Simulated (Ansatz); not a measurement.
**Rocksalt alloy of KBr and KI (12 of 32 Br sites exchanged), 64 atoms**

Ansatz, PAW, plane waves. PBEsol relaxation of volume and atoms (shape held) at the single k point (¼, ¼, ¼) without its symmetry partners; single points on the relaxed atoms at the Γ point alone, onto which points of the small cell's zone fold. Arrangement: quasirandom. No spin–orbit coupling unless named.

Relaxed structure:

```
CELL_PARAMETERS angstrom
13.46455 0.00000 0.00000
0.00000 13.46455 0.00000
0.00000 0.00000 13.46455
ATOMIC_POSITIONS crystal
I 0.25036 0.00025 0.00035
I 0.24993 0.50003 0.99980
I 0.75025 0.50064 0.50021
I 0.00039 0.25065 0.99954
I 0.50133 0.74994 0.00068
I 0.99999 0.99952 0.25051
I 0.50013 0.00050 0.74978
I 0.49994 0.50025 0.24983
I 0.25024 0.24997 0.25106
I 0.24937 0.74975 0.74986
I 0.74956 0.24968 0.25003
I 0.74996 0.24990 0.75035
Br 0.25003 0.00038 0.50047
Br 0.24867 0.49978 0.50141
Br 0.75019 0.99800 0.00026
Br 0.74974 0.99782 0.49988
Br 0.75117 0.50214 0.99887
Br 0.00228 0.25033 0.50237
Br 0.99700 0.74917 0.00014
Br 0.00015 0.75025 0.50053
Br 0.50142 0.24988 0.99892
Br 0.49759 0.24883 0.50130
Br 0.50000 0.75089 0.49906
Br 0.99896 0.99893 0.74813
Br 0.00004 0.50335 0.25115
Br 0.00036 0.50110 0.74945
Br 0.50095 0.99883 0.25221
Br 0.49995 0.49852 0.74885
Br 0.25033 0.25109 0.74748
Br 0.24900 0.75025 0.25364
Br 0.75107 0.75080 0.24948
Br 0.75226 0.74984 0.75055
K 0.99234 0.99343 0.99269
K 0.00005 0.99953 0.50571
K 0.99344 0.50632 0.99814
K 0.00592 0.50125 0.50243
K 0.50806 0.00662 0.00657
K 0.50018 0.00111 0.49538
K 0.50771 0.49322 0.99274
K 0.49296 0.49826 0.50607
K 0.25796 0.25009 0.99269
K 0.25111 0.24879 0.50541
K 0.24210 0.75033 0.00863
K 0.24920 0.75179 0.49527
K 0.74413 0.24865 0.99975
K 0.74872 0.24166 0.50060
K 0.75551 0.75135 0.00106
K 0.75088 0.75650 0.49867
K 0.25644 0.99280 0.25812
K 0.24281 0.00621 0.74248
K 0.24334 0.50754 0.25791
K 0.24804 0.49475 0.74352
K 0.74456 0.99206 0.24975
K 0.75621 0.99256 0.75002
K 0.75642 0.50879 0.24271
K 0.75253 0.50695 0.75601
K 0.00047 0.25866 0.25860
K 0.00653 0.25234 0.74373
K 0.99897 0.74484 0.25251
K 0.99450 0.74778 0.74777
K 0.49931 0.24390 0.25186
K 0.49379 0.25624 0.74799
K 0.50071 0.75530 0.25716
K 0.50737 0.74262 0.74208
```

Q: What are the mean bond lengths by pair (pairs within 1.2 times the sum of covalent radii, less contacts 15 % beyond the pair's median; cation–cation pairs of compounds aside; long ionic contacts are cut short by that bound)?

A: Br–K 3.322 ± 0.050 Å (standard deviation, 120 bonds); I–K 3.444 ± 0.038 Å (standard deviation, 72 bonds).

Q: What gap lies between the top filled and the lowest empty level in the single points?

A: HSE06 5.07 eV (42 s on NVIDIA GB300).
